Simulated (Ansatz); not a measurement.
# Relaxation of BiClO in the PbFCl-type structure, step by step

Method: PBEsol, scalar-relativistic; no spin polarisation; PAW, 420 eV, Γ-centred 8×8×4 mesh, 0.05 eV Gaussian smearing; code Ansatz; PAW files: Ansatz's generated set soft_2.

The start was a prototype's sites filled with these elements; the Crystallography Open Database holds the compound in this structure.

```yaml
crystal:
  lattice:
    - [4.0249228392, 0.0, 0.0]
    - [0.0, 4.0249228392, 0.0]
    - [0.0, 0.0, 7.0960075166]
  atoms:
    - { symbol: Bi, position: [0.5, 0.0, 0.2058] }
    - { symbol: Bi, position: [0.0, 0.5, 0.7942] }
    - { symbol: O, position: [0.0, 0.0, 0.0] }
    - { symbol: O, position: [0.5, 0.5, 0.0] }
    - { symbol: Cl, position: [0.5, 0.0, 0.6497] }
    - { symbol: Cl, position: [0.0, 0.5, 0.3503] }
basis:
  ecutwfc: 420
  ecutrho_ratio: 4
kpoints:
  mp_grid: { grid: [8, 8, 4] }
hamiltonian:
  xc: pbesol
scf:
  occupations: { method: gaussian, width: 0.05 }
output:
  forces: true
  stress: true
  eigenvalues: true
relax:
  f_tol: 0.01
  max_steps: 60
  cell: { stress_tol: 0.04 }
```

Launched as:
```sh
ansatz run input.yaml --threads 4 --pin off --max-ram 7168MiB --backend cpu --events-out ev --progress --plain --runs-dir out
```

Positions (Å) and forces (eV/Å) at the first step:

```xyz
6
Lattice="4.025 0.000 0.000 0.000 4.025 0.000 0.000 0.000 7.096" Properties=species:S:1:pos:R:3:forces:R:3 pbc="T T T"
Bi    2.012    0.000    1.460    0.000    0.000   -3.686
Bi    0.000    2.012    5.636    0.000    0.000    3.686
O     0.000    0.000    0.000    0.000    0.000    0.000
O     2.012    2.012    0.000    0.000    0.000    0.000
Cl    2.012    0.000    4.610    0.000    0.000   -0.329
Cl    0.000    2.012    2.486    0.000    0.000    0.329
```

Problem. Where does the relaxation end?

Solution. After 10 further evaluations the energy is 183.0 meV/atom lower and the largest force component 0.000 eV/Å; space group P4/nmm.
```xyz
6
Lattice="3.879 0.000 0.000 0.000 3.879 0.000 0.000 0.000 7.367" Properties=species:S:1:pos:R:3 pbc="T T T"
Bi    1.940    0.000    1.262
Bi    0.000    1.940    6.105
O     0.000    0.000    0.000
O     1.940    1.940    0.000
Cl    1.940    0.000    4.786
Cl    0.000    1.940    2.581
```

The course:

```tsv
step	E − E(end) (meV/atom)	largest force component (eV/Å)	P (GPa)	a (Å)	b (Å)	c (Å)	accepted
1	183.01	3.686	-8.82	4.025	4.025	7.096	yes
2	12.75	0.456	-2.18	3.979	3.979	6.979	yes
3	2.75	0.360	1.14	3.900	3.900	7.119	yes
4	0.28	0.051	0.31	3.897	3.897	7.190	yes
5	-0.41	0.031	-0.04	3.887	3.887	7.298	yes
6	-0.41	0.005	-0.02	3.885	3.885	7.328	yes
7	0.07	0.005	-0.05	3.885	3.885	7.328	yes
8	0.07	0.001	0.01	3.880	3.880	7.358	yes
9	0.01	0.001	0.02	3.880	3.880	7.358	yes
10	0.03	0.000	0.00	3.879	3.879	7.367	yes
11	0.00	0.000	0.00	3.879	3.879	7.367	yes
```

Late in the path the plane-wave basis is renewed for the changed cell, which shifts energy and pressure at the same geometry (Pulay error), so rows before the renewal hold an offset.

Step 10 in full:

```xyz
6
Lattice="3.879 0.000 0.000 0.000 3.879 0.000 0.000 0.000 7.367" Properties=species:S:1:pos:R:3:forces:R:3 pbc="T T T"
Bi    1.940    0.000    1.262    0.000    0.000    0.000
Bi    0.000    1.940    6.105    0.000    0.000    0.000
O     0.000    0.000    0.000    0.000    0.000    0.000
O     1.940    1.940    0.000    0.000    0.000    0.000
Cl    1.940    0.000    4.786    0.000    0.000    0.000
Cl    0.000    1.940    2.581    0.000    0.000    0.000
```

Run time: 35 s on 4 threads of Arm Neoverse V2, with other jobs on the host, peak memory 0.52 GiB.

 Spin–orbit coupling, which matters for such heavy elements, is left out.
